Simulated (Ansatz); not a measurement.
## Data sheet: CuI (DFT)

CuI:
```xyz
4
Lattice="4.2448 0.0000 0.0000 -2.1224 3.6761 0.0000 0.0000 0.0000 7.0031" Properties=species:S:1:pos:R:3 pbc="T T T"
Cu     2.1224     1.2254     6.1160
Cu     0.0000     2.4508     2.6145
I      2.1224     1.2254     3.5132
I      0.0000     2.4508     0.0117
```

Space group P6_3mc (No. 186), wurtzite; conventional cell a = b = 4.245 Å, c = 7.003 Å, α = β = 90.00°, γ = 120.00°.

Method: r²SCAN (plane waves, PAW; program Ansatz). Structure relaxed to zero pressure with the same functional. Other levels are named where they apply.

**Cell and energy**

```yaml
volume_per_atom: 27.32 Å³
density: 5.79 g/cm³
Formation energy from the elements (no fitted shifts): -0.19 eV/atom
```

**Electronic structure**

```yaml
band_gap: 1.72 eV (direct)
valence_band_maximum: at Γ
conduction_band_minimum: at Γ
electron_effective_mass: 0.16, 0.19, 0.19 mₑ (principal values)
Electron effective mass with spin–orbit coupling: 0.16, 0.19, 0.19 mₑ (principal values)
Hole effective mass, band 1 of 2 at the edge: 1.6 along x, 1.4 along z (mₑ)
Hole effective mass, band 2 of 2 at the edge: 0.25 along x, 1.4 along z (mₑ)
Hole effective mass with spin–orbit coupling: 0.35, 0.35, 1.3 mₑ (principal values)
Gap with spin–orbit coupling: 1.57 eV
```

**Mechanics**

```yaml
Bulk modulus (Birch–Murnaghan fit): 43.4 GPa
Pressure derivative B′: 5.1
```

**Charges**

```yaml
bader_charges: Cu +0.38, I -0.38 e
```

The workflow started from a Materials Project entry (that database holds measured and hypothetical structures alike); the Crystallography Open Database files this formula in space group No. 186, but the cells were not matched. It is not the phase usual at ambient conditions (space group No. 216). Symmetry was held in the r²SCAN relaxation; whether a distortion lowers the energy is not shown. No spin polarisation was allowed. The references are the lowest solids computed at this level, not always the standard phases. Spin–orbit coupling is left out wherever it is not named.

Potentials: the later of the program's two PAW sets.
